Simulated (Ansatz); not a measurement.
AlMo$_{2}$C:
```xyz
8
Lattice="3.0245 0.0000 0.0000 -1.5123 2.6193 0.0000 0.0000 0.0000 13.4791" Properties=species:S:1:pos:R:3 pbc="T T T"
Al     1.5123     0.8731     3.3698
Al     0.0000     1.7462    10.1093
Mo     1.5123     0.8731    12.2790
Mo     0.0000     1.7462     1.2001
Mo     0.0000     1.7462     5.5394
Mo     1.5123     0.8731     7.9396
C      0.0000     0.0000     0.0000
C      0.0000     0.0000     6.7395
```

Relaxed with PBE. Special points in fractions of this cell's reciprocal vectors: Γ (0.000, 0.000, 0.000); M (0.500, 0.000, 0.000); K (0.333, 0.333, 0.000); A (0.000, 0.000, 0.500); L (0.500, 0.000, 0.500); H (0.333, 0.333, 0.500).

List the band energies nearest the Fermi level at these points for PBE in the plane-wave PAW code Ansatz.

In eV from the Fermi level; about four levels below and three above (degenerate sets whole), none deeper than 8.9 eV; points with the same levels are listed once.

```tsv
k	below	above
Γ	-0.26 -0.26 -0.17 -0.17	0.75 0.75 0.85 0.85
M	-3.81 -3.19 -2.12 -2.06	0.18 0.33 0.65
K	-2.46 -2.30 -2.30 -1.39	0.40 0.40 0.64 0.64
A	-0.22 -0.22 -0.22 -0.22	0.80 0.80 0.80 0.80
L	-3.54 -3.54 -2.09 -2.09	0.47 0.47 0.50 0.50
H	-2.21 -2.21 -1.90 -1.90	0.30 0.30 0.82 0.82
```

Space group P6_3/mmc. The start of the workflow was typed in or built on a structure type; neither database checked (COD, Materials Project) lists it. Whether it is the stable phase at ambient conditions was not checked. The PBE relaxation kept the symmetry of its start; its stability against distortions is not shown here. The run is not spin-polarised. Scalar-relativistic: spin–orbit coupling is off unless named, which matters more the heavier the elements.

Potentials: the earlier of the program's two PAW sets.
